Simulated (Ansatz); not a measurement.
SiC (6H type, space group P6_3mc)

```yaml
crystal:
  lattice:
    - [3.07896, 0.00000, 0.00000]
    - [-1.53948, 2.66645, 0.00000]
    - [0.00000, 0.00000, 15.10711]
  atoms:
    - { symbol: Si, position: [0.00000, 0.00000, 0.99982] }
    - { symbol: Si, position: [0.00000, 0.00000, 0.49982] }
    - { symbol: Si, position: [0.66667, 0.33333, 0.83310] }
    - { symbol: Si, position: [0.33333, 0.66667, 0.33310] }
    - { symbol: Si, position: [0.66667, 0.33333, 0.16660] }
    - { symbol: Si, position: [0.33333, 0.66667, 0.66660] }
    - { symbol: C, position: [0.00000, 0.00000, 0.87447] }
    - { symbol: C, position: [0.00000, 0.00000, 0.37447] }
    - { symbol: C, position: [0.66667, 0.33333, 0.70810] }
    - { symbol: C, position: [0.33333, 0.66667, 0.20810] }
    - { symbol: C, position: [0.66667, 0.33333, 0.04161] }
    - { symbol: C, position: [0.33333, 0.66667, 0.54161] }
```

E(V) scan at fixed shape, V₀ the volume above. The atoms relax within the cell's symmetry.

Method: PBEsol (plane waves to 420 eV, PAW, scalar-relativistic; Ansatz, a quantum-chemistry and plane-wave program). k mesh 10×10×2 (Γ-centred), Fermi-Dirac smearing 0.05 eV. Energies are smeared free energies. Compression counts positive. With the shape held, the modulus is that of even scaling; a crystal free to change shape is softer. SiC was relaxed with its symmetry unable to fall. The PAW data are Ansatz's earlier set. ΔE is measured from the relaxed starting cell.

```csv
V (Å³/atom),ΔE (meV/atom)
9.716,28.5
9.840,17.9
9.964,9.9
10.088,withheld
10.212,1.1
10.336,0.0
10.460,1.0
10.584,4.0
10.708,8.8
10.832,15.3
10.956,23.5
```

Q: Fit a third-order Birch-Murnaghan form (E₀, V₀, B₀, B₀′ free) to the given rows and predict ΔE at V = 10.088.

A: Least squares on the 10 given rows: ΔE = E₀ + (9V₀B₀/16)·y²·[2 + (B₀′ − 4)y], y = (V₀/V)^(2/3) − 1, with V₀ = 10.337 Å³/atom, B₀ = 222.2 GPa (160.2 GPa = 1 eV/Å³; the term in eV is multiplied by 1000), B₀′ = 3.73, E₀ = 0.02 meV/atom; root-mean-square residual 0.03 meV/atom. At 10.088 the fit gives 4.3 meV/atom; the calculation gives 4.3 meV/atom, the same to the digits shown. For the pressure the fit gives 5.7 GPa against the computed 5.7 GPa.

(A scan under strain: stresses follow from slopes of the energy per volume, elastic moduli from its curvatures.)
